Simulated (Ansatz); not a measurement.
According to the program Ansatz at the r²SCAN level (PAW), SiC in the hexagonal phase (P6_222; Si on 3d, C on 3c) relaxes to a = 3.073 Å, c = 7.039 Å. Its formation energy from the elements is 0.34 eV/atom, with no fitted shifts.

It is gapped at this level: 1.18 eV (indirect). The valence maximum lies at Γ and the conduction minimum at M (3 equivalent valleys). HSE06 on the same cell gives 1.65 eV. Electrons at the band edge weigh 0.18, 0.44, 0.64 mₑ (principal values). The hole mass is 0.38, 0.38, 3.8 mₑ (principal values).

An equation-of-state fit gives a bulk modulus of 230 GPa. The relaxed-ion elastic constants in GPa are C11 = 473, C12 = 85.0, C13 = 89.8, C33 = 642, C44 = 214. The elastic constants imply a Debye temperature near 1200 K. Bader charges are Si +2.75, C -2.75 e.

The start of the workflow was typed in or built on a structure type; neither database checked (COD, Materials Project) lists it. It is not the phase usual at ambient conditions (space group No. 186, 216). The r²SCAN relaxation kept the symmetry of its start; whether a distortion lowers the energy is not shown. Its formation energy is positive at this level, so the cell may be metastable or incomplete. The references are the lowest solids computed at this level, not always the standard phases.

Potentials: the later of the program's two PAW sets.
